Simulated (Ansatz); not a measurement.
## Property card for TePt

TePt:
```xyz
2
Lattice="3.3920 0.0000 0.0000 0.0000 3.3920 0.0000 0.0000 0.0000 3.3920" Properties=species:S:1:pos:R:3 pbc="T T T"
Pt     0.0000     0.0000     0.0000
Te     1.6960     1.6960     1.6960
```

Space group Pm-3m (No. 221), CsCl type; conventional cell a = 3.392 Å, b = 3.392 Å, c = 3.392 Å, α = 90.00°, β = 90.00°, γ = 90.00°.

Method: PBEsol in the plane-wave PAW code Ansatz. Geometry: relaxed at this level of theory. Other levels are named where they apply.

### Cell and energy

- Volume per atom = 19.51 Å³
- Density = 13.73 g/cm³
- Formation energy from the elements (no fitted shifts) = 0.14 eV/atom

### Electronic structure

- Electronic character: metallic (no gap)
- Density of states at the Fermi level: 0.41 states/eV per atom (mean over ±0.08 eV)
- Gap with spin–orbit coupling: none (metallic)

### Mechanics

- Bulk modulus (Birch–Murnaghan fit): 147 GPa
- Pressure derivative B′: 5.3
- Elastic constants (relaxed ions, GPa): C11 = 149, C12 = 148, C44 = 43.4
- Mechanical stability: marginal (the smallest eigenvalue of C is near zero)

### Phonons

- Highest zone-centre frequency: 42 cm⁻¹
- Zone-centre stability: no imaginary mode at Γ

The start of the workflow was typed in or built on a structure type; neither database checked (COD, Materials Project) lists it. COD files the formula under space group No. 166, 194. Its standing as an ambient phase is unchecked. The cell was relaxed with PBEsol under the symmetry of its start. The run is not spin-polarised. As this level gives no gap, shear constants depend on the k-mesh and smearing (Fermi–Dirac, 0.1 eV here). As this level gives no gap, phonon frequencies hold no LO–TO term and depend on the k-mesh and smearing (Fermi–Dirac, 0.1 eV here). The references are the lowest solids computed at this level, not always the standard phases. Spin–orbit coupling is left out wherever it is not named.

Potentials: the later of the program's two PAW sets.
